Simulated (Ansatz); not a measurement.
Pt (fcc, Cu type)

```yaml
crystal:
  lattice:
    - [3.91815, 0.00000, 0.00000]
    - [0.00000, 3.91815, 0.00000]
    - [0.00000, 0.00000, 3.91815]
  atoms:
    - { symbol: Pt, position: [0.00000, 0.00000, 0.00000] }
    - { symbol: Pt, position: [0.50000, 0.50000, 0.00000] }
    - { symbol: Pt, position: [0.50000, 0.00000, 0.50000] }
    - { symbol: Pt, position: [0.00000, 0.50000, 0.50000] }
```

In this cell atom 4 (Pt, nearest neighbour Pt at 2.771 Å; its periodic images, 3.9 Å or more away, move with it) is moved by s along Cartesian [110], unit vector (0.707, 0.707, 0.000); all other atoms and the cell stay fixed.

Method: PBEsol (plane waves to 420 eV, PAW, scalar-relativistic; Ansatz, a quantum-chemistry and plane-wave program). k mesh 10×10×10 (Γ-centred), Fermi-Dirac smearing 0.05 eV. Energies are smeared free energies. With partly filled bands, energies and forces of such displacements shift with the k mesh and the smearing. Pt is run without spin polarisation. Pt was relaxed with its symmetry unable to fall. Spin-orbit coupling is left out, though Pt is heavy. The PAW data are Ansatz's earlier set. The zero of ΔE is the undisplaced structure. The last digit holds for this mesh only.

```tsv
s (Å)	ΔE (meV/cell)
-0.550	2331.3
-0.440	1371.6
-0.330	733.1
-0.220	318.0
-0.110	78.8
0.000	0.0
0.110	78.8
0.220	318.0
0.330	733.1
0.440	1371.6
0.550	2331.3
```

Q: What force constant k = d²E/ds² at s = 0 does the table give?

A: 13 eV/Å². It is the second difference of the nearest points, corrected with the next pair.

Q: With k = 12.95 eV/Å² from the forces, is the well harmonic out to s = 0.550 Å?

A: ½ks² = 1958 meV/cell against the computed 2331 meV/cell, so the well is stiffer than harmonic there.

(For displaced atoms, the force is minus the slope of the energy, and its curvature is a force constant, which sets phonon frequencies.)
